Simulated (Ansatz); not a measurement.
One crystal and one scan (energy against volume) at two levels, PBE (plane waves to 420 eV, PAW, scalar-relativistic; Ansatz, a first-principles code) and PBEsol (plane waves to 420 eV, PAW, scalar-relativistic; Ansatz), each from its own relaxed cell and on its own mesh. The cell shown is that of PBE.

TaC (rock salt)

```
CELL_PARAMETERS angstrom
      0.00000     2.23793     2.23793
      2.23793     0.00000     2.23793
      2.23793     2.23793     0.00000
ATOMIC_POSITIONS crystal
  C  0.00000 0.00000 0.00000
  Ta 0.50000 0.50000 0.50000
```

This relaxed cell (volume V₀) is scaled evenly in all directions, its shape held. Symmetry pins the atoms to their sites.

Energies are smeared free energies. Spin-orbit coupling is left out, though Ta is heavy. TaC is run without spin polarisation. TaC was relaxed with its symmetry unable to fall. Percentages come from the unrounded values. Both scans cover V/V₀ from 0.900 to 1.100.

Results of PBE:

```
Quantity                                                 Result
-------------------------------------------------------  ------
Lattice constant a (Å)                                    4.476
Pressure at the smallest volume (GPa)                      42.6
Energy cost of the largest compression (meV/atom)           136
Energy cost of the largest expansion (meV/atom)              96
Bulk modulus B₀ (third-order Birch-Murnaghan fit) (GPa)   323.9
Pressure for 5 % compression (fit) (GPa)                   18.5
```

Problem. Estimate the PBEsol values.

Solution. 
```
quantity                                                 PBEsol     PBE − PBEsol
-------------------------------------------------------  ------  ---------------
Lattice constant a (Å)                                    4.440  +0.036 (+0.8 %)
Pressure at the smallest volume (GPa)                      45.1    -2.5 (-5.7 %)
Energy cost of the largest compression (meV/atom)           141        -5 (-3 %)
Energy cost of the largest expansion (meV/atom)             100        -4 (-4 %)
Bulk modulus B₀ (third-order Birch-Murnaghan fit) (GPa)   343.9   -20.0 (-5.8 %)
Pressure for 5 % compression (fit) (GPa)                   19.6      -1.1 (-6 %)
```

PBE gives the higher value for: lattice constant a. PBE gives the lower value for: pressure at the smallest volume; energy cost of the largest compression; energy cost of the largest expansion; bulk modulus B₀; pressure for 5 % compression. Neither level is exact: the differences show how much the result hangs on the functional.

(Under strain, the slope of the energy per volume gives the stress and its curvature an elastic modulus.)
